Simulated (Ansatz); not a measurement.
Input:

SiC:
```yaml
crystal:
  lattice:
    - [2.64040, 0.00000, 0.00000]
    - [0.00000, 2.64040, 0.00000]
    - [0.00000, 0.00000, 2.64040]
  atoms:
    - { symbol: Si, position: [0.00000, 0.00000, 0.00000] }
    - { symbol: C, position: [0.50000, 0.50000, 0.50000] }
```

This is the PBE-relaxed structure.

### Question
All from PBE in the plane-wave PAW code Ansatz, unless another level is named. Estimate the electronic character.

### Answer
metallic (no gap).

### Question
And the formation energy from the elements (no fitted shifts)?

### Answer
1.87 eV/atom.

### Question
Predict the density of states at the Fermi level.

### Answer
0.41 states/eV per atom (mean over ±0.08 eV).

Space group Pm-3m (CsCl type). A made-up cell: these elements were put on the sites of a structure type; neither database checked (COD, Materials Project) lists it. It is not the phase usual at ambient conditions (space group No. 186, 216). The cell was relaxed with PBE under the symmetry of its start; whether a distortion lowers the energy is not shown. The references are the lowest solids computed at this level, not always the standard phases.

Potentials: the later of the program's two PAW sets.
